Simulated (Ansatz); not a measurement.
# Fe (diamond): energy against volume

The calculation used DFT, m-r2SCAN, plane waves (500 eV) with PAW, scalar-relativistic in Ansatz. The PAW files were generated under PBE, with cores re-solved for the functional.

The cell is scaled uniformly from the relaxed one, with fractional coordinates and shape fixed. Energies are extrapolated to zero smearing, pressures are those at the given smearing. Magnetic state: non-magnetic.

A Birch-Murnaghan fit gives V₀ = 13.90 Å³/atom, B₀ = 173 GPa, B₀′ = 4.4.

**Question.** What are the energy above the minimum and the pressure at 12.242 Å³/atom?

**Answer.** 135.0 meV/atom and 29.30 GPa as computed.

**Question.** What are the energy above the minimum and the pressure at 13.354 Å³/atom?

**Answer.** 12.5 meV/atom and 7.70 GPa as computed.

**Question.** What are the energy above the minimum and the pressure at 15.580 Å³/atom?

**Answer.** 89.3 meV/atom and -15.28 GPa as computed.

m-r²SCAN is r²SCAN on the gauge-invariant kinetic-energy density; without spin polarisation the two are equal.
